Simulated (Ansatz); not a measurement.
Ta$_{2}$N:
```
Ta2N
1.0
    3.65494     0.00000     0.00000
    0.00000     3.65494     0.00000
    0.00000     0.00000     6.22764
Ta N
4 2
Direct
  0.00000   0.00000   0.00000
  0.50000   0.50000   0.00000
  0.50000   0.00000   0.38667
  0.00000   0.50000   0.61333
  0.50000   0.00000   0.73748
  0.00000   0.50000   0.26252
```

Relaxed with PBE. Special points in fractions of this cell's reciprocal vectors: Γ (0.000, 0.000, 0.000); X (0.000, 0.500, 0.000); M (0.500, 0.500, 0.000); Z (0.000, 0.000, 0.500); R (0.000, 0.500, 0.500); A (0.500, 0.500, 0.500).

Task: List the band energies nearest the Fermi level at these points for PBE (plane waves, PAW; program Ansatz).

Result: In eV from the Fermi level; about four levels below and three above (degenerate sets whole), none deeper than 8.9 eV; points with the same levels are listed once.

| k | below | above |
|---|---|---|
| Γ | -1.65 -0.33 -0.14 -0.14 | 0.11 0.74 1.64 1.64 |
| X | -1.43 -1.43 -0.47 -0.47 | 0.38 0.38 1.03 1.03 |
| M | -1.89 -1.89 -1.41 -1.41 | 0.34 0.34 1.42 1.42 |
| Z | -0.92 -0.92 -0.88 -0.47 | 1.91 1.91 3.28 |
| R | -1.08 -1.08 -0.16 -0.16 | 0.53 0.53 0.67 0.67 |
| A | -2.42 -2.42 -1.37 -1.37 | 0.36 0.36 2.00 2.00 |

Space group P4/nmm. The cell is a constructed one: a structure type filled with these elements; neither database checked (COD, Materials Project) lists it. Whether it is the stable phase at ambient conditions was not checked. Symmetry was held in the PBE relaxation; whether a distortion lowers the energy is not shown. No spin polarisation was allowed. Scalar-relativistic: spin–orbit coupling is off unless named, which matters more the heavier the elements.

Potentials: the later of the program's two PAW sets.
